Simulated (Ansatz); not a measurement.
# B2O: consecutive steps of a trajectory

Computed with Ansatz 0.2.0, DFT PBEsol, scalar-relativistic, plane waves, PAW. Cutoff 420 eV, shifted (0.5, 0.5, 0.5 steps) 6×6×2 k-points, Fermi–Dirac smearing of 0.19 eV. The mesh is coarse. No spin polarisation.

24 atoms, starting at 1.10 times the perfect crystal's volume (space group P-3m1); Langevin thermostat at 2200 K (friction 0.02 fs⁻¹), fixed cell; 53 steps of 1.5 fs. The run is short and not equilibrated.

Positions in Å, velocities in 0.01 Å/fs, forces in eV/Å; dE is the potential energy from the first frame shown.

```xyz
24
Lattice="2.6037 4.5098 0.0000 2.6037 -4.5098 0.0000 0.0000 0.0000 -10.5249" Properties=species:S:1:pos:R:3:v100:R:3:forces:R:3 pbc="T T T" time_fs=27.00 dE_eV=0.0000 T_K=2604
B     0.9992    2.2106   -6.0521    0.4978   -1.5245    2.1790    1.0872   -1.2899    0.2615
B     2.6289    0.0596   -5.9408   -1.2260   -0.1607   -0.3203    0.6702    2.0709   -2.7833
B     0.0518   -0.2285   -6.2372   -0.1280    0.1343   -0.5972   -1.0956    3.4077    1.6740
B     1.1375   -2.2249   -6.2625   -0.9794    1.4233   -0.8509    3.3966   -5.8006    5.3032
B     0.1224   -0.1003   -4.4734   -0.4556   -2.6173   -0.9071   -2.3171   -2.0935   -0.4447
B     1.1663   -2.5319   -4.3349    0.6365    0.7501   -0.7361   -0.7455    1.6181   -1.9948
B     1.0632    2.4181   -4.4115   -1.3694    0.3158    0.8352    2.3927    0.9925    2.5652
B     2.4309    0.2685   -4.3038   -0.8580   -0.1986   -1.3261    1.1296   -1.2458   -0.3995
B     2.5099   -1.6721  -10.5348    0.7011   -0.7928   -0.3147    0.3115   -1.4182   -1.0676
B     1.0093    0.7504  -10.8820   -0.5486    1.4739   -2.9584   -1.1464    2.5027   -1.5196
B     4.0735    1.1517  -10.6474    0.2184    1.0528   -1.8852    1.8731    0.2603   -0.9609
B     2.9962    2.7238  -10.4327    0.6014   -0.2930   -1.2904   -0.4153    0.4366    0.3864
B     1.5170   -0.4965    0.1863    2.4016    1.6115    3.6534    0.8414   -1.3631    2.0194
B     2.7386   -2.7944   -1.1915   -0.0968    0.8431   -6.0128   -0.5658    0.4484    1.0149
B     2.5186    1.0763    0.2070   -0.8006   -1.3303    1.7502   -0.4288   -0.4187    0.1080
B     4.0255   -0.6628    0.0050    0.2616    0.4058    1.0623   -0.4905   -0.4572    0.0560
O     2.4155   -1.4126   -6.3145   -0.4502   -0.1551    0.0909    2.3552   -0.8159   -2.9236
O     1.1991    0.7397   -6.5353    0.7978   -2.0039    0.7095    0.1995    1.0805   -1.3371
O     3.7905    0.7698   -6.8459    0.0277   -0.0686    0.7504    0.0349   -1.4536    1.4285
O     2.7128    2.9104   -6.7205   -0.1586    0.3442   -1.2366   -5.6694    4.2556   -3.1757
O     1.4265   -0.7164   -4.0930   -1.1454    0.4902    0.0611   -2.4234    1.4959    2.6272
O     2.4774   -2.8166   -3.8372   -1.0429   -0.3202   -1.2166    1.3175   -1.3143    0.3920
O     2.4583    1.4738   -3.5764    0.7358    0.9367    2.5324    1.5729    0.2652   -1.0165
O     4.1990   -0.7577   -3.8116   -0.4969    1.2232   -0.3288   -1.8845   -1.1636   -0.2134
24
Lattice="2.6037 4.5098 0.0000 2.6037 -4.5098 0.0000 0.0000 0.0000 -10.5249" Properties=species:S:1:pos:R:3:v100:R:3:forces:R:3 pbc="T T T" time_fs=28.50 dE_eV=-0.2693 T_K=2665
B     1.0074    2.1836   -6.0181    0.5738   -2.0501    2.2910    0.7582   -0.8035   -0.5402
B     2.6095    0.0602   -5.9527   -1.3530    0.2325   -1.2583    0.8668    1.9155   -2.6708
B     0.0503   -0.2215   -6.2459   -0.0880    0.7736   -0.5556   -1.3676    3.0242    1.6714
B     1.1244   -2.2125   -6.2671   -0.7478    0.2245    0.2350    3.6242   -5.8232    5.3040
B     0.1113   -0.1417   -4.4859   -1.0197   -2.8726   -0.7785   -2.1928   -1.5868   -0.6683
B     1.1754   -2.5185   -4.3456    0.5271    1.0261   -0.6692   -1.5035    1.4514   -1.7604
B     1.0473    2.4237   -4.3957   -0.7321    0.4149    1.2793    2.6214    0.7568    2.6617
B     2.4187    0.2667   -4.3211   -0.7628    0.0187   -0.9214    1.1723   -0.2142    0.5648
B     2.5202   -1.6819  -10.5399    0.6624   -0.5293   -0.4000    0.2011   -1.5456   -1.4183
B     0.9991    0.7698  -10.9245   -0.7924    1.0345   -2.6885   -0.8301    1.3167   -1.1762
B     4.0758    1.1715  -10.6776    0.0706    1.5820   -2.1457    1.7126    0.1456   -0.9461
B     3.0035    2.7210  -10.4546    0.3862   -0.0686   -1.6156   -0.2699    0.6724    0.6389
B     1.5538   -0.4729    0.2416    2.4518    1.5775    3.6771    0.1326   -0.5724    1.4478
B     2.7371   -2.7818   -1.2815   -0.1112    0.8381   -5.9401   -0.6356    0.4411    1.6910
B     2.5068    1.0550    0.2299   -0.7331   -1.4962    1.2937    0.0978   -0.1634    0.0439
B     4.0313   -0.6601    0.0208    0.5088   -0.0290    1.0272   -0.4420   -0.3099   -0.1994
O     2.4139   -1.4125   -6.3142    0.2459    0.1468   -0.0392    2.5509   -1.1711   -2.7101
O     1.2141    0.7151   -6.5266    1.1911   -1.2609    0.4490    0.0825    1.5498   -1.3685
O     3.7916    0.7686   -6.8391    0.1174   -0.0855    0.1424    0.0914   -1.3517    1.3436
O     2.7089    2.9214   -6.7439   -0.3599    1.1112   -1.8813   -5.6131    4.0286   -3.0749
O     1.4073   -0.7065   -4.0900   -1.3854    0.8279    0.3427   -1.9704    1.3393    2.6513
O     2.4608   -2.8201   -3.8547   -1.1541   -0.1236   -1.1093    1.7285   -0.9281    0.6374
O     2.4713    1.4897   -3.5385    0.9817    1.1456    2.4703    1.4104   -0.6197   -2.0574
O     4.1930   -0.7435   -3.8189   -0.3241    0.6496   -0.6383   -2.2258   -1.5519   -0.0649
24
Lattice="2.6037 4.5098 0.0000 2.6037 -4.5098 0.0000 0.0000 0.0000 -10.5249" Properties=species:S:1:pos:R:3:v100:R:3:forces:R:3 pbc="T T T" time_fs=30.00 dE_eV=-0.6891 T_K=2770
B     1.0158    2.1551   -5.9883    0.5382   -1.7116    1.6526    0.7325   -0.2217   -1.0569
B     2.5903    0.0608   -5.9724   -1.1901   -0.1589   -1.3396    1.1037    1.6954   -2.2203
B     0.0478   -0.2053   -6.2522   -0.2737    1.3393   -0.2909   -1.6324    2.2953    1.5238
B     1.1245   -2.2160   -6.2583    0.6681   -0.6183    0.8739    2.3246   -4.7197    4.4060
B     0.0888   -0.1886   -4.5000   -1.9334   -3.3220   -1.1105   -1.6089   -0.8896   -0.9182
B     1.1817   -2.5043   -4.3595    0.2788    0.8579   -1.1689   -2.0109    1.3460   -1.4578
B     1.0438    2.4283   -4.3730    0.2621    0.1743    1.7400    2.5749    0.3933    2.4306
B     2.4108    0.2671   -4.3341   -0.3007    0.0712   -0.7663    1.0063    0.3360    1.1636
B     2.5289   -1.6929  -10.5510    0.4927   -0.9324   -1.0844    0.1030   -1.4788   -1.6605
B     0.9822    0.7903  -10.9630   -1.4285    1.6414   -2.4190   -0.4815    0.4069   -0.7929
B     4.0808    1.1956  -10.7089    0.5784    1.6163   -2.0150    1.4937   -0.0710   -0.8609
B     3.0131    2.7226  -10.4775    0.9022    0.2900   -1.4228   -0.1752    0.8305    0.8933
B     1.5924   -0.4494    0.2982    2.6564    1.5970    3.8287   -0.5015   -0.1189    0.8517
B     2.7350   -2.7677   -1.3635   -0.1711    1.0369   -4.9643   -0.6582    0.3694    2.1578
B     2.4956    1.0308    0.2507   -0.7290   -1.7050    1.4804    0.5977    0.2039   -0.0418
B     4.0417   -0.6570    0.0373    0.8783    0.4488    1.1460   -0.4290   -0.1664   -0.4313
O     2.4161   -1.4111   -6.3181    0.0539    0.0280   -0.4636    2.5444   -1.5772   -2.4734
O     1.2291    0.6967   -6.5199    0.8071   -1.1659    0.4367   -0.1451    1.9490   -1.4163
O     3.7956    0.7666   -6.8351    0.4191   -0.1735    0.3903    0.1653   -1.1175    1.3121
O     2.6980    2.9415   -6.7740   -1.0223    1.5258   -2.0884   -4.1688    2.9368   -2.1727
O     1.3870   -0.6986   -4.0837   -1.2992    0.2226    0.4942   -1.4812    1.2755    2.5350
O     2.4446   -2.8252   -3.8741   -0.9871   -0.5478   -1.4686    2.1399   -0.5730    0.9295
O     2.4888    1.5041   -3.4998    1.3481    0.7452    2.6534    1.1818   -1.1971   -2.9302
O     4.1877   -0.7374   -3.8264   -0.4020    0.1496   -0.3456   -2.6749   -1.9073    0.2297
24
Lattice="2.6037 4.5098 0.0000 2.6037 -4.5098 0.0000 0.0000 0.0000 -10.5249" Properties=species:S:1:pos:R:3:v100:R:3:forces:R:3 pbc="T T T" time_fs=31.50 dE_eV=-1.0060 T_K=2786
B     1.0290    2.1285   -5.9620    1.2284   -1.7880    1.8285    0.8582    0.3408   -1.3902
B     2.5730    0.0582   -5.9962   -1.1073   -0.2116   -1.7893    1.3342    1.4658   -1.6060
B     0.0426   -0.1837   -6.2554   -0.4353    1.4767   -0.1605   -1.9018    1.3746    1.2297
B     1.1356   -2.2300   -6.2399    0.6861   -1.1469    1.4965    0.4838   -3.1786    3.0417
B     0.0587   -0.2387   -4.5216   -2.0132   -3.3085   -1.7701   -0.5914   -0.1081   -0.9529
B     1.1827   -2.4917   -4.3759   -0.1541    0.8184   -0.9805   -2.1523    1.2804   -0.9977
B     1.0503    2.4310   -4.3448    0.5843    0.1606    1.9896    2.2986   -0.0888    1.9608
B     2.4096    0.2673   -4.3457    0.1106   -0.0263   -0.7609    0.6597    0.5087    1.5574
B     2.5364   -1.7108  -10.5704    0.4956   -1.4272   -1.5083    0.0170   -1.1063   -1.7563
B     0.9594    0.8195  -11.0009   -1.5838    2.1937   -2.6109   -0.0453   -0.3256   -0.3485
B     4.0902    1.2203  -10.7368    0.6544    1.6510   -1.7000    1.1393   -0.4225   -0.7068
B     3.0287    2.7231  -10.4912    1.1736   -0.2078   -0.3889   -0.1277    0.9241    1.1058
B     1.6288   -0.4262    0.3527    2.1675    1.4841    3.4054   -0.9929   -0.1605    0.3030
B     2.7316   -2.7558   -1.4342   -0.2874    0.5520   -4.4469   -0.7448    0.3704    2.2737
B     2.4794    1.0059    0.2735   -1.3941   -1.5799    1.5520    1.1522    0.7408   -0.1397
B     4.0578   -0.6498    0.0558    1.2671    0.5150    1.3112   -0.4710   -0.0573   -0.6122
O     2.4166   -1.4106   -6.3221    0.0081    0.0119   -0.0565    2.4925   -1.9781   -2.2467
O     1.2388    0.6789   -6.5169    0.4660   -1.1939   -0.0389   -0.3513    2.3894   -1.4388
O     3.8004    0.7630   -6.8288    0.2200   -0.2900    0.4529    0.2481   -0.8141    1.2696
O     2.6780    2.9668   -6.8046   -1.5654    1.7827   -1.9314   -2.3529    1.4882   -0.9318
O     1.3690   -0.6938   -4.0732   -1.0846    0.4096    0.8866   -1.1585    1.2710    2.2220
O     2.4315   -2.8346   -3.8963   -0.7571   -0.6908   -1.4757    2.4204   -0.2399    1.1975
O     2.5099    1.5119   -3.4644    1.4480    0.2869    2.0395    0.9239   -1.4651   -3.6249
O     4.1794   -0.7353   -3.8328   -0.7249    0.1133   -0.4895   -3.1379   -2.2090    0.5913
24
Lattice="2.6037 4.5098 0.0000 2.6037 -4.5098 0.0000 0.0000 0.0000 -10.5249" Properties=species:S:1:pos:R:3:v100:R:3:forces:R:3 pbc="T T T" time_fs=33.00 dE_eV=-1.0348 T_K=2702
B     1.0477    2.1041   -5.9363    1.2649   -1.4366    1.5780    0.9112    0.8679   -1.6319
B     2.5563    0.0580   -6.0247   -1.0987    0.1570   -1.9481    1.6279    1.0777   -0.7713
B     0.0344   -0.1605   -6.2568   -0.6632    1.5609   -0.0550   -2.0978    0.4487    0.8497
B     1.1415   -2.2491   -6.2180    0.0333   -1.3079    1.3275   -0.6074   -1.8141    1.7441
B     0.0338   -0.2873   -4.5467   -1.2542   -3.1256   -1.5664    0.3515    0.6384   -0.8059
B     1.1739   -2.4786   -4.3944   -0.9913    0.9229   -1.4362   -1.7854    1.1031   -0.2849
B     1.0624    2.4305   -4.3119    1.0063   -0.2728    2.3491    1.9401   -0.5991    1.3549
B     2.4166    0.2663   -4.3516    0.7990   -0.1032   -0.0201    0.2759    0.5025    1.6203
B     2.5444   -1.7352  -10.5962    0.5709   -1.7918   -1.9387   -0.0310   -0.5579   -1.7166
B     0.9402    0.8520  -11.0436   -0.9470    2.1080   -3.0439    0.4005   -0.7954    0.0951
B     4.1015    1.2429  -10.7608    0.8287    1.3303   -1.4853    0.7974   -0.8716   -0.5286
B     3.0474    2.7170  -10.5005    1.3254   -0.6028   -0.8301   -0.0924    0.9992    1.3076
B     1.6589   -0.4072    0.4054    1.8138    1.0147    3.5842   -1.3046   -0.6792   -0.1544
B     2.7305   -2.7494   -1.4963    0.1355    0.3124   -3.8507   -0.9170    0.4569    2.1335
B     2.4612    0.9838    0.2995   -1.0126   -1.3186    1.9017    1.5887    1.3814   -0.2530
B     4.0776   -0.6411    0.0814    1.3757    0.6460    2.0950   -0.5432    0.0139   -0.7996
O     2.4191   -1.4115   -6.3264    0.3188   -0.1446   -0.5105    2.2956   -2.3537   -1.9744
O     1.2479    0.6614   -6.5156    0.7351   -1.1111    0.2096   -0.6334    2.8508   -1.4864
O     3.8052    0.7596   -6.8207    0.4285   -0.1491    0.6182    0.3175   -0.4816    1.2028
O     2.6542    2.9928   -6.8346   -1.5569    1.6292   -2.0214   -1.0919    0.3682    0.0829
O     1.3525   -0.6832   -4.0571   -1.1146    1.0027    1.2457   -0.8955    1.1414    1.8269
O     2.4228   -2.8460   -3.9159   -0.4050   -0.8066   -1.1373    2.2833    0.1551    1.3118
O     2.5297    1.5180   -3.4382    1.1902    0.5240    1.4289    0.7071   -1.5203   -4.0697
O     4.1700   -0.7357   -3.8387   -0.5422   -0.1767   -0.2827   -3.4973   -2.3322    0.9467
24
Lattice="2.6037 4.5098 0.0000 2.6037 -4.5098 0.0000 0.0000 0.0000 -10.5249" Properties=species:S:1:pos:R:3:v100:R:3:forces:R:3 pbc="T T T" time_fs=34.50 dE_eV=-0.7919 T_K=2623
B     1.0717    2.0828   -5.9113    1.9422   -1.3758    1.7532    0.8535    1.3112   -1.7543
B     2.5440    0.0564   -6.0589   -0.5187   -0.4009   -2.5426    1.9818    0.5614    0.2911
B     0.0245   -0.1401   -6.2584   -0.6664    1.0941   -0.1839   -2.1283   -0.3621    0.4385
B     1.1385   -2.2724   -6.2013   -0.4527   -1.7260    0.8300   -0.9327   -0.7157    0.6965
B     0.0172   -0.3331   -4.5710   -0.9147   -2.9347   -1.6692    0.9356    1.2862   -0.5913
B     1.1581   -2.4636   -4.4131   -1.0796    1.0529   -1.0159   -1.0942    0.8184    0.5134
B     1.0819    2.4298   -4.2724    1.5706    0.1504    2.8619    1.5409   -1.1859    0.5831
B     2.4268    0.2656   -4.3500    0.5335    0.0026    0.2191   -0.0748    0.3934    1.3523
B     2.5519   -1.7646  -10.6230    0.4322   -2.0893   -1.6267   -0.0507    0.0558   -1.5600
B     0.9275    0.8844  -11.0850   -0.7291    2.2018   -2.4573    0.7328   -1.0049    0.4898
B     4.1118    1.2559  -10.7854    0.5304    0.3864   -1.7816    0.5603   -1.2410   -0.3336
B     3.0703    2.7103  -10.5101    1.7317   -0.2892   -0.4435   -0.0440    1.0290    1.5083
B     1.6815   -0.3893    0.4592    1.1974    1.3210    3.5614   -1.4924   -1.5629   -0.5321
B     2.7341   -2.7438   -1.5526    0.3319    0.4335   -3.6687   -1.1093    0.5405    1.8798
B     2.4459    0.9660    0.3248   -1.0050   -1.0142    1.4661    1.8862    2.0860   -0.4167
B     4.0987   -0.6316    0.1121    1.4218    0.6322    1.9799   -0.6158    0.0264   -1.0123
O     2.4269   -1.4184   -6.3364    0.7105   -0.7838   -0.8125    1.9806   -2.5885   -1.6330
O     1.2615    0.6461   -6.5154    1.0606   -0.9133   -0.1867   -1.1478    3.2102   -1.5556
O     3.8107    0.7574   -6.8112    0.3026   -0.1383    0.6495    0.3774   -0.2273    1.0575
O     2.6308    3.0119   -6.8643   -1.5295    0.8902   -1.9059   -0.3591   -0.2685    0.7958
O     1.3326   -0.6702   -4.0404   -1.5213    0.7159    0.9618   -0.4973    0.9429    1.4715
O     2.4179   -2.8598   -3.9362   -0.2708   -1.0152   -1.5701    1.8736    0.5893    1.3486
O     2.5464    1.5272   -3.4197    1.0223    0.6946    1.0358    0.4963   -1.5392   -4.2888
O     4.1630   -0.7417   -3.8410   -0.4002   -0.6085   -0.0058   -3.6725   -2.1548    1.2513
```

Task: What is the next frame? The thermostat's random kicks make it one of many possible.

Result:
```xyz
24
Lattice="2.6037 4.5098 0.0000 2.6037 -4.5098 0.0000 0.0000 0.0000 -10.5249" Properties=species:S:1:pos:R:3:v100:R:3:forces:R:3 pbc="T T T" time_fs=36.00 dE_eV=-0.3783 T_K=2459
B     1.1015    2.0604   -5.8860    2.0224   -1.5886    1.6136    0.7092    1.6672   -1.8724
B     2.5403    0.0514   -6.0966    0.0421   -0.3016   -2.4093    2.2255    0.0370    1.3590
B     0.0151   -0.1225   -6.2617   -0.5744    1.2059   -0.2915   -2.0417   -1.0521   -0.0130
B     1.1307   -2.2981   -6.1904   -0.5840   -1.6293    0.5694   -0.9012    0.2035   -0.0947
B    -0.0001   -0.3755   -4.5978   -1.3706   -2.6903   -1.8729    1.3230    1.7734   -0.1696
B     1.1366   -2.4468   -4.4294   -1.7279    1.1704   -1.1081   -0.2519    0.5596    1.1937
B     1.1076    2.4281   -4.2303    1.8160   -0.4316    2.7017    1.0407   -1.8469   -0.2196
B     2.4371    0.2693   -4.3425    0.8244    0.4685    0.7431   -0.4174    0.1211    0.8980
B     2.5606   -1.7965  -10.6485    0.7253   -2.1193   -1.7560   -0.0441    0.6710   -1.3119
B     0.9151    0.9134  -11.1201   -0.9080    1.6650   -2.2060    0.8968   -1.0307    0.7786
B     4.1211    1.2602  -10.8139    0.6958    0.1675   -1.9969    0.3525   -1.4899   -0.0885
B     3.0960    2.7083  -10.5179    1.7067    0.0232   -0.5816    0.0051    0.9926    1.6789
B     1.6963   -0.3723    0.5081    0.7622    0.8684    2.9443   -1.6719   -2.5845   -0.8058
B     2.7368   -2.7335   -1.6011    0.0185    0.9401   -2.8234   -1.2173    0.5316    1.5880
B     2.4300    0.9535    0.3465   -1.0883   -0.5976    1.4080    2.1745    2.8245   -0.6600
B     4.1214   -0.6205    0.1449    1.6128    0.8403    2.3869   -0.6533   -0.0063   -1.2293
O     2.4391   -1.4303   -6.3505    0.8926   -0.8008   -1.0470    1.6359   -2.6300   -1.2647
O     1.2763    0.6375   -6.5215    0.8782   -0.2358   -0.6188   -1.7306    3.3481   -1.5251
O     3.8151    0.7576   -6.8002    0.2863    0.1786    0.7976    0.4411   -0.1179    0.8156
O     2.6091    3.0226   -6.8927   -1.3373    0.5237   -1.8578    0.1080   -0.5362    1.2992
O     1.3087   -0.6614   -4.0248   -1.6416    0.4624    1.1017   -0.1236    0.7822    1.1056
O     2.4149   -2.8738   -3.9604   -0.1447   -0.8347   -1.6559    1.4014    0.9486    1.3830
O     2.5598    1.5346   -3.4110    0.7490    0.2939    0.1206    0.2773   -1.5089   -4.2451
O     4.1522   -0.7526   -3.8388   -1.0388   -0.8198    0.3063   -3.5378   -1.6573    1.3999
```

Cost: 1 run of about 30 core-minutes (earlier runs that led there not counted), on Intel Xeon Platinum 8488C (Sapphire Rapids) (shared hosts).